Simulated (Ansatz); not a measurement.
## Phonons of ZrS in the rocksalt structure

Method: PBEsol, scalar-relativistic; no spin polarisation; PAW, 420 eV, Gaussian smearing of 0.15 eV; code Ansatz; PAW files: Ansatz's generated set soft_2.

```xyz
2
Lattice="0.0000 2.5822 2.5822 2.5822 0.0000 2.5822 2.5822 2.5822 0.0000" Properties=species:S:1:pos:R:3 pbc="T T T"
Zr    2.5822    2.5822    2.5822
S     0.0000    0.0000    0.0000
```

The compound is reported in the structure type of the start.

Force constants come from finite displacements in a 3×3×3 supercell (the unit cell's 12×12×12 k-mesh, folded to it); the long-range dipole term is not included. Points in reciprocal vectors of this cell: Γ = (0.000, 0.000, 0.000), X = (0.500, 0.000, 0.500), U = (0.625, 0.250, 0.625), K = (0.375, 0.375, 0.750), L = (0.500, 0.500, 0.500), W = (0.500, 0.250, 0.750).

Frequencies at the named points (cm⁻¹, imaginary ones negative):
```tsv
point	ω (cm⁻¹)
Γ	0 0 0 257 257 257
X	-97 -49 -49 304 304 326
U	-85 48 62 312 315 324
K	-85 48 62 312 315 324
L	82 121 121 314 314 353
W	-85 -85 98 311 311 331
```

(1) Is the structure dynamically stable along this path, and where does the spectrum end?

Answer:

(1) Not settled: a branch is imaginary, down to 97i cm⁻¹ at X, but only at interpolated points; at the wave vectors that fit the supercell all modes are real. The highest frequency is 353 cm⁻¹, at L. Points that don't fit the supercell are interpolated.

The compound is known in this structure, so the unstable mode may be the calculation's: soft modes are sensitive to the volume, the k-mesh, the supercell and spin–orbit coupling, and real crystals can be held by temperature.

The crystal is a metal or nearly so; low and unstable modes depend on mesh and smearing.

Run time: 5.2 min on 4 threads of Arm Neoverse V1, on a shared host, peak memory 6.7 GiB.
